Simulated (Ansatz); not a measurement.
Input for Ansatz (plane-wave DFT, PAW):

```yaml
crystal:
  lattice:
    - [-2.0737500242, 2.0737500242, 2.0737500242]
    - [2.0737500242, -2.0737500242, 2.0737500242]
    - [2.0737500242, 2.0737500242, -2.0737500242]
  atoms:
    - { symbol: Na, position: [0.0, 0.0, 0.0] }
basis:
  ecutwfc: 420
kpoints:
  mp_grid: { grid: [14, 14, 14] }
hamiltonian:
  xc: pbe
scf:
  occupations: { method: gaussian, width: 0.1 }
output:
  forces: true
  stress: true
  eigenvalues: true
```

Command:
```bash
ansatz run input.yaml --threads 1 --pin off --max-ram 2560MiB --backend cpu --events-out ev --progress --plain --runs-dir out
```

Computed with Ansatz, DFT PBE, scalar-relativistic, plane waves, PAW.

From the run's log, abridged:

```
Pseudopotentials: kind: paw
Pseudopotential: Na, paw, valence charge 9, recommended cutoff 420 eV (normal)
Functional definition: PBE
Crystal: 1 atom, lattice volume = 35.672 Å³
Basis set: ecut = 420 eV, 683 PW (Γ), exchange–correlation on 50×50×50 points (8 copies of the dense FFT grid, shifted against one another)
Bands: 9, of which v1, the nominal top of the filled ones, is band 5 counted from 1 (4 counted from 0)
Symmetry: 48 space group operations
Space group: Im-3m (ITA 229), of the structure as read, at distance tolerance 3.3e-5 Å
k-points: 104 of 2744
Initial density: superposition of atomic densities (neutral atoms: chi_scale 0, normalization atom), corrected by the library's trained network
Initial wavefunctions: pseudopotential atomic-orbital guess
Functional: x = pbe(κ = 0.804, μ = 0.21951497), c = pbe(β = 0.06672455)
SCF iter   1: F=—  HF=-1486.416152 eV  |F-HF|=—  |Δ(HF+E_count)|=         —  Δρ=4.71e-4  dr2=4.10e-5  ethr=1.77e-3  ⟨swp⟩=5.0  Hψ=5994  notcnv=0
SCF iter   2: F=—  HF=-1486.416040 eV  |F-HF|=—  |Δ(HF+E_count)|=   1.13e-4  Δρ=1.60e-4  dr2=6.94e-6  ethr=4.55e-7  ⟨swp⟩=2.2  Hψ=2262  notcnv=0
SCF iter   3: F=—  HF=-1486.416058 eV  |F-HF|=—  |Δ(HF+E_count)|=   1.87e-5  Δρ=8.87e-5  dr2=2.85e-6  ethr=7.71e-8  ⟨swp⟩=2.4  Hψ=1258  notcnv=0
SCF iter   4: F=—  HF=-1486.416064 eV  |F-HF|=—  |Δ(HF+E_count)|=   5.39e-6  Δρ=3.24e-5  dr2=3.65e-7  ethr=3.17e-8  ⟨swp⟩=2.0  Hψ=1059  notcnv=0
SCF iter   5: F=-1486.416064 eV  HF=-1486.416064 eV  |F-HF|=2.83e-8  |Δ(HF+E_count)|=   5.39e-8  Δρ=1.15e-5  dr2=2.30e-8  ethr=4.06e-9  ⟨swp⟩=2.0  Hψ=1262  notcnv=0
SCF iter   6: F=-1486.416064 eV  HF=-1486.416064 eV  |F-HF|=9.55e-10  |Δ(HF+E_count)|=   1.04e-8  Δρ=2.36e-6  dr2=1.00e-9  ethr=2.55e-10  ⟨swp⟩=3.1  Hψ=3433  notcnv=0
SCF 1 converged in 6 iterations: F = -1486.416064 eV  dr2 = 1.00e-9
SCF converged after 6 iterations
Free energy (F): -1486.416064 eV
Harris-Foulkes:  -1486.416064 eV  (|F-HF|=9.55e-10)
Internal energy: -1486.413067 eV  (E = F + TS)
E sigma→0 (E₀):  -1486.414565 eV
Entropy (-TS):   -0.002997 eV (-2.997 meV/atom)
Fermi energy:    1.882999 eV
--- Per-component energies (eV) ---
  E_band       = -239.418794
  E_kinetic    = 120.253255
  E_local      = -1431.475450  (includes V_loc(G=0)·N_el)
  E_nonlocal   = 115.134626
  E_hartree    = 522.964231
  E_xc         = -38.411014
  E_vxc        = -49.354975  (∫ρ·V_xc dr)
  E_paw        = -263.161093  (= ΣΔE_a)
  E_vpaw       = -39.905934  (= ΣTr[D̂ρ^β])
  E_aug_tail   = -0.000038  (compensation charges beyond the density's cutoff)
  E_ewald      = -511.717582
  E_smearing   = -0.002997  (= −TS)
--- Forces (eV/Å), atoms counted from 1 ---
  atom   1  Na     0.00000000     0.00000000     0.00000000
--- Stress (GPa, compression-positive) ---
        0.294015       0.000000       0.000000
        0.000000       0.294015       0.000000
        0.000000       0.000000       0.294015
  P = ⅓ Tr σ = 0.2940 GPa (2.940 kbar)
--- Band table (eV; the first three rows and the last of 104) ---
  k-point 0: bands = ["-51.0624", "-22.9646", "-22.9646", "-22.9646", "-1.4482", "13.8904", "13.8904", "13.8904", "14.9133"]
  k-point 1: bands = ["-51.0622", "-22.9666", "-22.9652", "-22.9646", "-1.3560", "12.6822", "13.2974", "13.5522", "14.1821"]
  k-point 2: bands = ["-51.0619", "-22.9723", "-22.9672", "-22.9646", "-1.0803", "10.7727", "12.4263", "12.9475", "13.3400"]
  k-point 103: bands = ["-51.0581", "-22.9940", "-22.9940", "-22.9940", "6.4909", "6.4909", "6.9355", "6.9355", "6.9355"]
```

The calculation finished and met its thresholds.

Time: 1.6 s on 1 thread of Arm Neoverse V1 (shared host), peak memory 0.28 GiB.